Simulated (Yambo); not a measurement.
CaZnC$_{2}$O$_{6}$ (space group R-3, No. 148); a = 6.126 Å, b = 6.126 Å, c = 6.126 Å, α = 46.80°, β = 46.80°, γ = 46.80°. With the G0W0 scissor the direct gap on the mesh is 7.74 eV. Axes are Cartesian, with cell vectors (Å) (2.43, 1.40, 5.44), (-2.43, 1.40, 5.44), (0.00, -2.81, 5.44).

Question: Can the lowest exciton of this BSE run be trusted, and with what binding energy? (Yambo, PBEsol bands; 6×6×6 mesh, 10 valence and 6 conduction bands, static screening with 78 bands and a 3 Ry block, scissor 2.91 eV, Tamm-Dancoff.)

Answer: No. The run can't give a binding energy: its band window is complete only up to 10.61 eV, too close above the direct gap of 7.74 eV. The scissor comes from a G0W0 run whose convergence isn't established. 

Geometry of the Materials Project entry, not relaxed at this level.

The structure is a Materials Project entry; no match was found in the copy of COD used, and its stability was not checked.

With a shallow 3d shell G0W0 needs far more bands and larger blocks than here, so the scissor is uncertain by tenths of an eV or more.
